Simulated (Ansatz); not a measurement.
CdS:
```yaml
crystal:
  lattice:
    - [0.00000, 2.72673, 2.72673]
    - [2.72673, 0.00000, 2.72673]
    - [2.72673, 2.72673, 0.00000]
  atoms:
    - { symbol: S, position: [0.00000, 0.00000, 0.00000] }
    - { symbol: Cd, position: [0.50000, 0.50000, 0.50000] }
```

Relaxed with r²SCAN. Special points in fractions of this cell's reciprocal vectors: Γ (0.000, 0.000, 0.000); X (0.500, 0.000, 0.500); U (0.625, 0.250, 0.625); K (0.375, 0.375, 0.750); L (0.500, 0.500, 0.500); W (0.500, 0.250, 0.750).

List the band energies nearest the valence-band maximum at these points for DFT-r²SCAN in the program Ansatz with PAW potentials.

In eV from the valence-band maximum; about four levels below and three above (degenerate sets whole), none deeper than 8.9 eV; … stands for higher levels left out; points with the same levels are listed once.

| k | below | above |
|---|---|---|
| Γ | -7.90 -7.90 -7.90 -7.90 -7.90 -0.78 -0.78 -0.78 | 1.60 … |
| X | -6.89 -4.34 -2.21 -2.21 | 0.75 6.40 10.74 |
| U | -7.20 -3.73 -3.53 -1.43 | 2.60 7.08 9.32 |
| L | -7.70 -7.70 -4.92 0.00 0.00 | 4.04 6.43 6.43 |
| W | -7.09 -3.29 -3.29 -2.81 | 3.89 7.42 … |

Space group Fm-3m (rock salt). This is a known high-pressure phase of the composition, computed here at zero pressure and temperature. The cell was relaxed with r²SCAN under the symmetry of its start; its stability against distortions is not shown here. Spin–orbit coupling is left out wherever it is not named.

Potentials: the later of the program's two PAW sets.
